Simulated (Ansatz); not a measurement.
Y (hcp, Mg type)

```xyz
2
Lattice="3.6826 0.0000 0.0000 -1.8413 3.1892 0.0000 0.0000 0.0000 5.6984" Properties=species:S:1:pos:R:3 pbc="T T T"
Y      0.0000     2.1262     4.2738
Y      1.8413     1.0631     1.4246
```

The slice is a (1 -1 0 0) plane (indices of the conventional cell) through the point (0.333, 0.667, 0.750) (fractional), spanned by u = [110] and v = [001] in vectors of this cell: u (3.68 Å) and v (5.70 Å, at 90° to u). It covers one period; positions are fractions (u, v).

Method: r2SCAN (plane waves to 500 eV, PAW, scalar-relativistic; Ansatz, a first-principles code). k mesh 15×15×8. Near the nuclei the fields are pseudised (PAW); where an atom keeps semicore shells as valence, they peak there. The PAW data are Ansatz's earlier set. Y is run without spin polarisation. Y was relaxed with its symmetry unable to fall.

Three fields on this plane, each scaled to ten steps between its own extremes (0 low, 9 high; the total valence density on a logarithmic scale, the potential cut 8 eV below its top; x marks points blanked near nuclei; v = 0 in the bottom row):

Map A
```
|xxxx50022005xxx|
|xxxx30033003xxx|
|xxx5002552005xx|
|xx400146641004x|
|110002566520001|
|001123444432110|
|444432222223444|
|876421000012467|
|987410000001478|
|996200011000269|
|996200133100269|
|996100244200169|
|996200133100269|
|996200011000269|
|987410000001478|
|876421000012467|
|444432222223444|
|001123444432110|
|110002566520001|
|xx400146641004x|
|xxx5002552005xx|
|xxxx30033003xxx|
|xxxx50022005xxx|
|xxxxx002200xxxx|
```

Map B
```
|xxxx00577500xxx|
|xxxx01677610xxx|
|xxx0047887400xx|
|xx002689986200x|
|000357899875300|
|445678888887654|
|777777777777777|
|998876544567889|
|998764211246789|
|998741000014789|
|998630000003689|
|998630000003689|
|998630000003689|
|998741000014789|
|998764211246789|
|998876544567889|
|777777777777777|
|445678888887654|
|000357899875300|
|xx002689986200x|
|xxx0047887400xx|
|xxxx01677610xxx|
|xxxx00577500xxx|
|xxxxx047740xxxx|
```

Map C
```
|xxxx93000039xxx|
|xxxx72000027xxx|
|xxx9410000149xx|
|xx841000000148x|
|553100000000135|
|211000000000011|
|100000000000000|
|000000011000000|
|000001233210000|
|110012455421001|
|111113677631111|
|111124688642111|
|111113677631111|
|110012455421001|
|000001233210000|
|000000011000000|
|100000000000000|
|211000000000011|
|553100000000135|
|xx841000000148x|
|xxx9410000149xx|
|xxxx72000027xxx|
|xxxx93000039xxx|
|xxxxx400004xxxx|
```

Task: Assign the maps to these fields: electron localisation function (ELF); valence electron density; electrostatic potential energy of an electron, from the cell's mean.

Result: A is the electron localisation function (ELF); B is the electrostatic potential energy of an electron, from the cell's mean; C is the valence electron density.
